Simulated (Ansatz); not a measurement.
Fe₃Si:
```xyz
4
Lattice="0.0000 2.8099 2.8099 2.8099 0.0000 2.8099 2.8099 2.8099 0.0000" Properties=species:S:1:pos:R:3 pbc="T T T"
Fe     4.2149     4.2149     4.2149
Fe     1.4050     1.4050     1.4050
Fe     2.8099     2.8099     2.8099
Si     0.0000     0.0000     0.0000
```
The run is spin-polarised; directions of the spins, atom by atom: ↑ ↑ ↑ 0.

Relaxed with r²SCAN.

### Question
Give the Bader charges and basin volumes of the independent atoms, plane-wave PAW r²SCAN (Ansatz code).

### Answer


```
atom  Bader charge (e)  Bader volume (Å³)
----  ----------------  -----------------
Fe1              -0.05               10.8
Fe3              +0.23               10.2
Si4              -0.14               12.5
```

Space group Fm-3m. The workflow started from a Materials Project entry (that database holds measured and hypothetical structures alike); the Crystallography Open Database files this formula in space group No. 225, but the cells were not matched. Whether it is the stable phase at ambient conditions was not checked. The r²SCAN relaxation kept the symmetry of its start; whether a distortion lowers the energy is not shown. Spin order of the final state: ferromagnetic, the only order run, not a proven ground state. Other orbital occupations within this spin state were not tried.

Potentials: the later of the program's two PAW sets.
